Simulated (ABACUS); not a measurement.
Consider a self-consistent single point of Cs₂Pt₃Se₄ (P1, 9 atoms in the cell; from Materials Project mp-14338, changed as shown).

```xyz
9
Lattice="0.0000 5.7173 7.0646 3.3453 0.0000 7.0646 3.3453 5.7173 0.0000" Properties=species:S:1:pos:R:3 pbc="T T T"
Cs     3.3239     5.6867     9.1765
Cs     3.3715     5.6883     5.0189
Pt     1.6091     2.8266     7.1106
Pt     1.6396     2.8318    -0.0283
Pt    -0.0071     0.0898    -0.0233
Se     3.3934     1.9311     5.5173
Se     3.3350     9.5618     8.6799
Se     3.4198     9.5220     5.4130
Se     3.3321     1.8827     8.5877
```

Method: PBEsol, numerical atomic orbitals TZDP (confined pseudo-atomic orbitals with Gaussian additions; energy shift 0.003 Ry), PseudoDojo 0.4 standard norm-conserving PBEsol (tails mended) pseudopotentials in ABACUS.

ABACUS settings:

| key | value |
|---|---|
| basis | TZDP numerical atomic orbitals, energy shift 0.003 Ry |
| KPT | Gamma 3 3 3 0 0 0 |
| basis_type | lcao |
| dft_functional | PBESOL |
| ecutwfc | 100 Ry |
| smearing_method | fd |
| smearing_sigma | 0.000734986 Ry |
| potentials | PseudoDojo 0.4 standard norm-conserving PBEsol (tails mended) |
| symmetry | 1 |
| symmetry_prec | 1e-05 |
| ks_solver | genelpa |
| scf_nmax | 100 |
| scf_thr | 1.0e-07 |
| mixing_type | broyden |

Results:

| Quantity | Value |
|---|---|
| Number of valence electrons | 136 |
| Number of bands | 82 |
| Number of k-points after the program's reduction | 14 |
| Size of the basis | 319 |
| Number of SCF iterations | 14 |
| Free energy E − TS | -25117.0456 eV |
| Pressure | -1.03 GPa |
| Largest force (vector length) | 2.280 eV/Å |

Forces (eV/Å):
| atom | Fx | Fy | Fz |
|---|---|---|---|
| Cs1 | 0.012 | 0.023 | -0.121 |
| Cs2 | -0.005 | 0.026 | 0.081 |
| Pt3 | 0.382 | 0.169 | -0.495 |
| Pt4 | 1.248 | 0.960 | 0.452 |
| Pt5 | -0.026 | -2.278 | -0.101 |
| Se6 | -0.806 | 0.333 | -0.564 |
| Se7 | -0.269 | 0.014 | -0.773 |
| Se8 | -0.516 | 0.091 | 0.960 |
| Se9 | -0.019 | 0.661 | 0.561 |

Stress (GPa, positive for compression):
```
-1.43   0.09   0.93
 0.09  -0.49   0.21
 0.93   0.21  -1.17
```

For comparison: a first run was changed to give this one (atoms moved at random), and from it to this one the free energy goes up by 33.1 meV/atom, the pressure stays near -1.03 GPa while the yy stress (positive for compression) goes from -1.01 to -0.49 GPa and the largest force goes from 0.118 to 2.280 eV/Å.

Spin-orbit coupling is left out, which matters for bands and gaps with elements this heavy. The atom-centred basis is finite, which shifts total energies, pressures and forces against plane waves. Forces above 1 eV/Å remain at this geometry, of which the finite basis can carry a part. The structure comes from a collection of computed structures, made at another level of theory; the collection holds predicted forms beside known ones.

Cost on one core: roughly 8 core-minutes.

The atomic orbitals were generated for these runs; they are not ABACUS's published sets and were checked against plane waves on a few crystals only.

“Tails mended”: in these copies of the files the far tail of each local potential was reset to the Coulomb form.
